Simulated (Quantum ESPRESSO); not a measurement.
# B4CP2Se: a curve over one atom's position

Computed values, not a measurement. The program is pw.x of Quantum ESPRESSO 7.5 (plane-wave density functional theory). The cell is made up: 8 atoms on a zincblende/diamond lattice, with randomly drawn elements, strain and displacements, not relaxed. PseudoDojo standard norm-conserving files (v0.5 for PBE, v0.4.1 for LDA and PBEsol) set the functional; there is no spin polarisation, spin-orbit coupling or dispersion term, and the masses in the input are unused placeholders.

Seven runs move atom 1 (B, counted in the order of the input) along y and keep all else fixed.

Input of the run at +0.0285:

```
&control calculation='scf', pseudo_dir='./dojo.nc.sr.pbe.v0_5.standard.upf', outdir='./o', disk_io='medium', tprnfor=.true., tstress=.true. /
&system ibrav=0, nat=8, ntyp=4, nbnd=31, ecutwfc=85.99341389, nosym=.true., tot_charge=0,
 occupations='smearing', smearing='fd', degauss=0.0073498644
/
&electrons conv_thr=7.350e-09, electron_maxstep=60, /
ATOMIC_SPECIES
B 1.0 B.upf
C 1.0 C.upf
P 1.0 P.upf
Se 1.0 Se.upf
CELL_PARAMETERS angstrom
4.7317 -0.0043 0.017
-0.0043 4.5913 -0.0172
0.017 -0.0172 4.7057
ATOMIC_POSITIONS angstrom
B -0.0137 -0.0068 0.036
B 0.0085 2.2453 2.3555
B 2.3756 -0.0151 2.3929
B 2.3733 2.2489 0.0264
C 1.2015 1.089 1.0967
P 1.2562 3.3858 3.5712
Se 3.5883 1.1195 3.5007
P 3.5453 3.4734 1.1477
K_POINTS automatic
6 6 6 1 1 1
```

| shift of atom 1 along y (Å) | free energy less that of the input shown (eV) | Fx on atom 1 (eV/Å) | Fy on atom 1 (eV/Å) | Fz on atom 1 (eV/Å) | pressure (GPa) | iterations |
| --- | --- | --- | --- | --- | --- | --- |
| -0.1607 | 0.3228 | 3.102 | 2.976 | 0.530 | -16.12 | 11 |
| -0.1441 | 0.2752 | 3.104 | 2.763 | 0.609 | -16.28 | 11 |
| -0.1047 | 0.1765 | 3.116 | 2.243 | 0.799 | -16.64 | 11 |
| +0.0285 | 0.0000 | 3.238 | 0.389 | 1.475 | -17.41 | 11 |
| +0.0627 | -0.0050 | 3.291 | -0.098 | 1.658 | -17.49 | 11 |
| +0.1115 | 0.0167 | 3.381 | -0.791 | 1.927 | -17.53 | 11 |

Question: one run is left out of the table, at -0.0514. Estimate its Fy on atom 1 (eV/Å).

Answer: 1.515. The whole row:

```
shift of atom 1 along y (Å)  free energy less that of the input shown (eV)  Fx on atom 1 (eV/Å)  Fy on atom 1 (eV/Å)  Fz on atom 1 (eV/Å)  pressure (GPa)  iterations
                    -0.0514                                         0.0762                3.150                1.515                1.063          -17.03          11
```

A cubic fit gives dFy/dy = -14.16 eV/Å² at zero shift. Across the table the free energy follows the integral of the force to within 0.1 meV. A rerun of one of the cells at 1467 eV and a 8 x 8 x 8 mesh moved values by no more than 0.002 eV in energy, 0.02 GPa in stress and 0.002 eV/Å in force.